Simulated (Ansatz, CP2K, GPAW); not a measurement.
# BiTe: 3 runs at one level of theory

```xyz
2
Lattice="4.5750 0.0000 0.0000 2.2875 3.9620 0.0000 2.2875 1.3207 3.7355" Properties=species:S:1:pos:R:3 pbc="T T T"
Bi    0.0000    0.0000    0.0000
Te    4.5750    2.6414    1.8677
```

Alike in all runs: task single point; functional RPBE; k mesh 7 × 7 × 7; occupations gaussian, width 0.1 eV; no spin polarisation; no spin-orbit coupling. Pressure is positive in compression and, in plane waves, holds the error of the finite cutoff.

| program and potentials | plane-wave cutoff (eV) | notes | pressure (GPa) |
| --- | --- | --- | --- |
| CP2K, POTENTIAL_UZH Bi GTH-PBE-q5, Te GTH-PBE-q6; TZVP-MOLOPT-PBE-GTH basis | - | atomic basis; potentials made for PBE; 5.5 valence electrons an atom on average | 2.02 |
| Ansatz, all-electron LAPW, scalar-relativistic | - | - | 2.25 |
| GPAW, the program's PAW data sets (release 1.2.1) made for this functional | 600 | 10.5 valence electrons an atom on average | 2.03 |

The pressure spans 2.02 (CP2K, POTENTIAL_UZH Bi GTH-PBE-q5, Te GTH-PBE-q6; TZVP-MOLOPT-PBE-GTH basis) to 2.25 GPa (Ansatz, all-electron LAPW, scalar-relativistic), with all-electron results at 2.25. Rows in atomic bases carry the error of their basis and grid, which can be large.

Differences between rows come from potentials, basis sets and numerical settings, since the functional is the same but for its coding. Runs on potential files found faulty are left out.
